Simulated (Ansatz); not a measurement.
C:
```xyz
12
Lattice="2.5205 0.0000 0.0000 -1.2602 2.1828 0.0000 0.0000 0.0000 12.4289" Properties=species:S:1:pos:R:3 pbc="T T T"
C      1.2602     0.7276     4.4112
C      0.0000     1.4552     8.0178
C      0.0000     1.4552    10.6256
C      1.2602     0.7276     1.8033
C      1.2602     0.7276     0.2581
C      0.0000     1.4552    12.1708
C      0.0000     1.4552     6.4726
C      1.2602     0.7276     5.9564
C      0.0000     0.0000     8.5369
C      0.0000     0.0000     3.8920
C      0.0000     0.0000     2.3224
C      0.0000     0.0000    10.1065
```

This is the PBE-relaxed structure. Tensor components refer to the Cartesian frame of this cell.

Question: All from the program Ansatz at the PBE level (PAW), unless another level is named. Predict the band gap.

Answer: 4.42 eV (indirect).

Question: What about the hole effective mass, band 2 of 2 at the edge?

Answer: 0.28 along x, 0.69 along z (mₑ).

Question: And the conduction-band minimum?

Answer: on the Γ–M line, 73 % of the way from Γ (6 equivalent valleys).

Question: Give the valence-band maximum.

Answer: at Γ.

Space group P6_3/mmc. The workflow started from a Materials Project entry (that database holds measured and hypothetical structures alike). Its sites differ from those of the usual phase in this space group: another stacking or structure type. The PBE relaxation kept the symmetry of its start; whether a distortion lowers the energy is not shown.

Potentials: the later of the program's two PAW sets.
